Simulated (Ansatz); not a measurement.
Ta2N:
Space group P-3m1 (No. 164); a = b = 3.0749 Å, c = 4.8914 Å, α = β = 90.00°, γ = 120.00°

```tsv
atom	site	symmetry	x	y	z
N	1a	-3m.	0.0000	0.0000	0.0000
Ta	2d	3m.	0.3333	0.6667	0.2565
```

Relaxed with r²SCAN.

Q: Tabulate the valence density and the electron localisation function along the shortest N–Ta contact (2.17 Å), the program Ansatz at the r²SCAN level (PAW).

A: 

```
distance from N (Å)  density (e/Å³)   ELF
-------------------  --------------  ----
0.22                           3.54  0.21
0.33                           3.30  0.48
0.43                           2.73  0.69
0.54                           2.03  0.78
0.65                           1.42  0.80
0.76                           1.01  0.74
0.87                           0.75  0.56
0.98                           0.61  0.31
1.09                           0.59  0.18
1.20                           0.75  0.20
1.30                           1.22  0.38
1.41                           2.01  0.60
1.52                           3.00  0.72
1.63                           3.94  0.72
1.74                           4.49  0.62
1.85                           4.45  0.40
1.96                           3.92  0.15
```

The density is the valence pseudo-density with augmentation charge, so density and ELF within about 1 Å of a nucleus are not all-electron values.

The cell was relaxed with r²SCAN under the symmetry of its start. No spin polarisation was allowed. The volume moved by 19 % from the start of the relaxation. Scalar-relativistic: spin–orbit coupling is off unless named, which matters more the heavier the elements.

Potentials: the later of the program's two PAW sets.
